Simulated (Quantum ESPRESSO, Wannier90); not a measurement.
## Wannierisation of CsSnBr$_{3}$ (cubic perovskite)

```xyz
5
Lattice="5.8390 0.0000 0.0000 0.0000 5.8390 0.0000 0.0000 0.0000 5.8390" Properties=species:S:1:pos:R:3 pbc="T T T"
Cs     0.0000     0.0000     0.0000
Sn     2.9195     2.9195     2.9195
Br     2.9195     0.0000     2.9195
Br     0.0000     2.9195     2.9195
Br     2.9195     2.9195     0.0000
```

Materials Project entry mp-27214; symmetrised, unrelaxed at this level. Not found in the COD (Crystallography Open Database) copy used; not checked further. Level: PBEsol, spinors with spin-orbit coupling; pw.x of Quantum ESPRESSO at 58 Ry with PseudoDojo potentials, 4×4×4 k-points, Wannier90. Density: 6×6×6 mesh, cold smearing 0.01 Ry. With spin-orbit coupling a semilocal functional can close or falsely invert a small gap; the band order was not checked against a better method. The gap is small at this level and was sampled on the meshes and a path alone.

A tight-binding model is made by disentanglement and projection with no localisation steps (num_iter = 0), so the 32 orbitals stay atom-like: hydrogen-like Cs: s; Sn: p; Br: s;p, axes along x, y, z; frozen window up to 3.35 eV relative to the valence-band maximum. It follows pw.x to 11 meV rms for states up to 1.1 eV relative to the valence-band maximum. Matrix elements depend on this choice of orbitals and windows. Bands 19–20 (Cs 5p 99 %), 21–26 (Cs 5p 66 %, Sn 5s 21 %, Br 4p 11 %) lie between the kept ones and are excluded.

The 30 largest hoppings ⟨m,0|H|n,R⟩ between different sites (one of each Hermitian pair; signs follow the real orbitals' lobes; the list may end inside a set of equal values):

| m | n | R | distance of the centres (Å) | t (eV) | Im t (eV) |
|---|---|---|---|---|---|
| Br4 px↑ | Sn2 px↑ | 0 0 0 | 2.92 | 1.907 | 0.000 |
| Sn2 px↑ | Br4 px↑ | 1 0 0 | 2.92 | 1.907 | 0.000 |
| Br3 py↓ | Sn2 py↓ | 0 0 0 | 2.92 | 1.906 | 0.000 |
| Sn2 py↓ | Br3 py↓ | 0 1 0 | 2.92 | 1.906 | 0.000 |
| Br5 pz↑ | Sn2 pz↑ | 0 0 0 | 2.91 | 1.906 | 0.000 |
| Sn2 pz↑ | Br5 pz↑ | 0 0 1 | 2.93 | 1.906 | 0.000 |
| Br3 py↑ | Sn2 py↑ | 0 0 0 | 2.92 | 1.906 | 0.000 |
| Sn2 py↑ | Br3 py↑ | 0 1 0 | 2.92 | 1.906 | 0.000 |
| Br5 pz↓ | Sn2 pz↓ | 0 0 0 | 2.92 | 1.906 | 0.000 |
| Sn2 pz↓ | Br5 pz↓ | 0 0 1 | 2.92 | 1.906 | 0.000 |
| Br4 px↓ | Sn2 px↓ | 0 0 0 | 2.93 | 1.906 | 0.000 |
| Sn2 px↓ | Br4 px↓ | 1 0 0 | 2.91 | 1.906 | 0.000 |
| Br4 s↓ | Sn2 px↓ | 0 0 0 | 2.93 | 1.019 | 0.002 |
| Sn2 pz↑ | Br5 s↑ | 0 0 1 | 2.93 | -1.019 | -0.001 |
| Br3 s↓ | Sn2 py↓ | 0 0 0 | 2.92 | 1.018 | -0.001 |
| Sn2 py↑ | Br3 s↑ | 0 1 0 | 2.92 | -1.018 | 0.001 |
| Sn2 pz↓ | Br5 s↓ | 0 0 1 | 2.92 | -1.017 | 0.001 |
| Br4 s↑ | Sn2 px↑ | 0 0 0 | 2.92 | 1.017 | 0.000 |
| Sn2 px↑ | Br4 s↑ | 1 0 0 | 2.92 | -1.017 | 0.000 |
| Br5 s↓ | Sn2 pz↓ | 0 0 0 | 2.92 | 1.017 | -0.001 |
| Br3 s↑ | Sn2 py↑ | 0 0 0 | 2.92 | 1.017 | -0.001 |
| Sn2 py↓ | Br3 s↓ | 0 1 0 | 2.92 | -1.016 | 0.001 |
| Br5 s↑ | Sn2 pz↑ | 0 0 0 | 2.91 | 1.015 | 0.001 |
| Sn2 px↓ | Br4 s↓ | 1 0 0 | 2.91 | -1.015 | -0.002 |
| Br3 px↑ | Sn2 px↑ | 0 0 0 | 2.92 | -0.476 | 0.000 |
| Br5 px↑ | Sn2 px↑ | 0 0 0 | 2.92 | -0.476 | 0.000 |
| Sn2 px↑ | Br5 px↑ | 0 0 1 | 2.92 | -0.476 | 0.000 |
| Sn2 px↑ | Br3 px↑ | 0 1 0 | 2.92 | -0.476 | 0.000 |
| Br5 py↓ | Sn2 py↓ | 0 0 0 | 2.92 | -0.476 | 0.000 |
| Sn2 py↓ | Br5 py↓ | 0 0 1 | 2.92 | -0.476 | 0.000 |
